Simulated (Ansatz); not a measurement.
## Exchange couplings of FeCu (Cmmm)

```yaml
crystal:
  lattice:
    - [0.00000, -3.97587, 0.00000]
    - [2.87654, 0.00000, 0.00000]
    - [1.43827, -1.98793, 4.13814]
  atoms:
    - { symbol: Fe, position: [0.00000, 0.00000, 0.00000] }
    - { symbol: Fe, position: [0.50000, 0.50000, 0.00000] }
    - { symbol: Cu, position: [0.75000, 0.25000, 0.50000] }
    - { symbol: Cu, position: [0.25000, 0.75000, 0.50000] }
```

Geometry: a structure from the Materials Project, repeated to hold the magnetic orders; nothing is relaxed.

Settings: PBE, 10×10×10 k mesh, Fermi–Dirac smearing of 0.05 eV. PAW means Ansatz 0.2.0 on its default frozen-core files. Site moments are integrated in spheres about the atoms. Start moments (μB): Fe1 2.1, Fe2 -2.1.

Site moments (μB): Fe1 2.15, Fe2 -2.15, Cu3 0.00, Cu4 0.00. Cell moment 0.00 μB.

Couplings come from the force theorem (directions of the magnetic atoms constrained, all else relaxed) on a 10×10×10 mesh, with E = −Σ J e_i·e_j over ordered pairs of unit vectors, so positive J favours parallel moments.

| pair | count | J PAW (meV) |
| --- | --- | --- |
| Fe1–Fe at 2.45 Å | 4 | +47.03 |
| Fe1–Fe at 2.88 Å | 2 | +6.37 |
| Fe1–Fe at 3.98 Å | 2 | +1.34 |
| Fe1–Fe at 4.14 Å | 2 | +1.07 |
| Fe1–Fe at 4.75 Å | 4 | -0.70 |
| Fe1–Fe at 4.81 Å | 8 | +1.94 |
| Fe1–Fe at 4.91 Å | 4 | -2.20 |
| Fe1–Fe at 5.04 Å | 4 | -0.43 |
| Fe1–Fe at 5.74 Å | 4 | +0.48 |
| Fe1–Fe at 5.75 Å | 2 | -2.96 |
| Fe1–Fe at 6.13 Å | 4 | +0.23 |
| Fe1–Fe at 6.30 Å | 8 | +0.44 |

The program reports that this state isn't the lowest of its own couplings.

The couplings come from one mesh, and their convergence in k wasn't tested.

They shouldn't be read as transferable Heisenberg parameters: they are taken about a state that they themselves reject, with itinerant moments.

The Ansatz runs typed with the search for lower states off end where their start leads. The magnetic state is the one that this cell and start allow. It needn't be the compound's measured order, which may need a larger cell or be absent.
